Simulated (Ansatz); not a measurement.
ScSiO:
```yaml
crystal:
  lattice:
    - [3.24459, 0.00000, 0.00000]
    - [0.00000, 3.24459, 0.00000]
    - [0.00000, 0.00000, 7.52586]
  atoms:
    - { symbol: Sc, position: [0.00000, 0.50000, 0.66655] }
    - { symbol: Sc, position: [0.50000, 0.00000, 0.33345] }
    - { symbol: Si, position: [0.00000, 0.00000, 0.00000] }
    - { symbol: Si, position: [0.50000, 0.50000, 0.00000] }
    - { symbol: O, position: [0.50000, 0.00000, 0.61050] }
    - { symbol: O, position: [0.00000, 0.50000, 0.38950] }
```

Relaxed with r²SCAN. Special points in fractions of this cell's reciprocal vectors: Γ (0.000, 0.000, 0.000); X (0.000, 0.500, 0.000); M (0.500, 0.500, 0.000); Z (0.000, 0.000, 0.500); R (0.000, 0.500, 0.500); A (0.500, 0.500, 0.500).

**Question.** List the band energies nearest the Fermi level at these points for plane-wave PAW r²SCAN (Ansatz code).

**Answer.** In eV from the Fermi level; about four levels below and three above (degenerate sets whole), none deeper than 8.9 eV; points with the same levels are listed once.

| k | below | above |
|---|---|---|
| Γ | -2.56 -1.46 -1.46 -0.77 | 0.15 1.81 2.51 |
| X | -4.71 -4.71 -1.41 -1.41 | 1.40 1.40 1.89 1.89 |
| M | -4.15 -4.15 -0.71 -0.71 | 1.97 1.97 2.89 2.89 |
| Z | -1.40 -1.40 -0.59 -0.15 | 2.15 2.36 2.36 |
| R | -4.66 -4.66 -2.02 -2.02 | 1.54 1.54 2.40 2.40 |
| A | -3.97 -3.97 -1.19 -1.19 | 2.01 2.01 2.60 2.60 |

Space group P4/nmm. The start of the workflow was typed in or built on a structure type; neither database checked (COD, Materials Project) lists it. Whether it is the stable phase at ambient conditions was not checked. Symmetry was held in the r²SCAN relaxation; its stability against distortions is not shown here. No spin polarisation was allowed.

Potentials: the earlier of the program's two PAW sets.
